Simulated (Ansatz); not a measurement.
A geometry of ZnInGaO4 away from equilibrium: step 5 of the relaxation of a relaxed ZnInGaO4 cell with one Zn and one Ga atom exchanged in a cell of 7 atoms. The numbers are results of PBE (plane waves to 420 eV, PAW, scalar-relativistic; Ansatz, a first-principles code), not measurements. Γ-centred k-mesh 8×8×8 on the run's cell (coarser than for final values), Fermi–Dirac smearing 0.05 eV.

```
CELL_PARAMETERS angstrom
      1.68806     0.97460     8.61021
     -1.68806     0.97460     8.61021
      0.00000    -1.94920     8.61021
ATOMIC_POSITIONS crystal
  In 0.00262 0.00262 0.00262
  Zn 0.21705 0.21705 0.21705
  Ga 0.78870 0.78870 0.78870
  O  0.12066 0.12066 0.12066
  O  0.86484 0.86484 0.86484
  O  0.29530 0.29530 0.29530
  O  0.71083 0.71083 0.71083
```

Which atoms carry the largest force, and which way does it point?

0.87 eV/Å, on Ga3 (atoms numbered as listed); on Ga3 its components are (0.00, 0.00, -0.87).

What is the pressure?

-0.2 GPa, compression positive.

How far above the relaxed end point is this geometry?

0.01 eV/atom; the path ends in R3m (No. 160).

No spin polarisation in the result.

The run could not lose the symmetry of its start.
